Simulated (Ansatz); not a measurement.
Al3Pd2 (La2O3 or Ni2Al3 type, P-3m1) at seven volumes, DFT-PBEsol in the program Ansatz with PAW potentials, shape and atoms relaxed at each. One row is withheld.

```csv
V (Å³/atom),P (GPa)
14.359,16.34
14.832,9.97
15.306,?
15.779,0.00
16.252,-3.87
16.726,-7.13
17.199,-9.88
```

Problem. Fit the shown pressures and predict the withheld one.

Solution. Third-order Birch–Murnaghan: P = (3/2)B₀(x^(7/2) − x^(5/2))[1 + (3/4)(B′ − 4)(x − 1)] with x = (V₀/V)^(2/3). Least squares on the six rows gives V₀ = 15.779 Å³/atom, B₀ = 139.6 GPa, B′ = 4.58. At V = 15.306, x = 1.0205 and P = 4.56 GPa. The run itself gave 4.57 GPa.

The workflow started from a Materials Project entry (that database holds measured and hypothetical structures alike); the Crystallography Open Database copy checked does not list it. Whether it is the stable phase at ambient conditions was not checked. Symmetry was held in the PBEsol relaxation; whether a distortion lowers the energy is not shown. No spin polarisation was allowed.

Potentials: the later of the program's two PAW sets.
